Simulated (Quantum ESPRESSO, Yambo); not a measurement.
# Quasiparticle gap of RbO$_{2}$H$_{3}$

RbO$_{2}$H$_{3}$ is taken in the orthorhombic space group Cmc2₁ (No. 36), Pearson symbol oS24. Lattice parameters: a = 4.221 Å, b = 10.875 Å, c = 5.940 Å, α = β = γ = 90.00°. H1 on 4a has 1 O at 0.972 Å and 2 Rb at 2.994 Å and 2 Rb at 3.157 Å. H2 on 8b sees 1 O at 1.018 Å and 3 Rb at 2.906–2.966 Å and 1 Rb at 3.317 Å. O1 on 4a sees 2 H at 1.018 Å and 4 Rb at 2.916–3.025 Å and 1 Rb at 3.396 Å. O2 on 4a is coordinated by 1 H at 0.972 Å and 2 Rb at 2.990 Å and 3 Rb at 3.441–3.453 Å. Rb on 4a is surrounded by 8 H at 2.906–2.994 Å and 2 H at 3.157 Å and 2 H at 3.317 Å and 6 O at 2.916–3.025 Å and 4 O at 3.396–3.453 Å. (Neighbours: up to the widest gap in distance over summed covalent radii, below 1.35, at either atom; cation-cation contacts left out.)
(The calculation used a cell of 12 atoms; values per cell refer to that cell.)

The geometry is that of Materials Project entry mp-28264, symmetrised and not relaxed again.

Starting point: PBEsol (Quantum ESPRESSO, PseudoDojo norm-conserving, 84 Ry, scalar-relativistic). G0W0 in Yambo: 4×4×2 Γ-centred k mesh, 147 bands and a 6 Ry block in the screening, 147 bands in G with the Bruneval-Gonze terminator, plasmon pole fitted at 27.2 eV.

```json
{
  "PBEsol gap along the band path": "4.42 eV",
  "PBEsol gap between the mesh's edge points ((0.25, -0.5, 0) → Γ)": "4.44 eV",
  "G0W0 gap between the same points": "7.09 eV",
  "PBEsol smallest direct gap on the mesh (at Γ)": "4.46 eV",
  "G0W0 direct gap at that point": "7.14 eV"
}
```

```csv
k point,band,E PBEsol (eV),E QP (eV),shift (eV),Z
Γ,VB,-0.02,-1.71,-1.69,0.81
Γ,CB,4.44,5.43,0.99,0.88
"(0, -0.5, 0)",VB,-0.02,-1.65,-1.63,0.81
"(0, -0.5, 0)",CB,6.89,8.15,1.26,0.89
"(0, -0.5, -0.5)",VB,-0.10,-1.76,-1.66,0.81
"(0, -0.5, -0.5)",CB,7.26,8.64,1.38,0.88
"(0.25, -0.5, 0)",VB,0.00,-1.66,-1.66,0.81
"(0.25, -0.5, 0)",CB,6.16,7.42,1.26,0.87
"(-0.5, -0.5, 0)",VB,-0.02,-1.72,-1.69,0.81
"(-0.5, -0.5, 0)",CB,6.04,7.31,1.27,0.87
"(-0.5, -0.5, -0.5)",VB,-0.30,-1.88,-1.58,0.81
"(-0.5, -0.5, -0.5)",CB,7.04,8.40,1.36,0.87
```

Energies count from the PBEsol valence-band maximum.

Nearest settings tried, and what they do to the gap: 60 bands in W, 60 bands in G: +233 meV; 73 bands in W: +131 meV; 5 Ry block (165 vectors against 243): -37 meV. Not varied: mesh. So the settings aren't converged at that level.

The structure is a Materials Project entry; no match was found in the copy of COD used, and its stability was not checked.
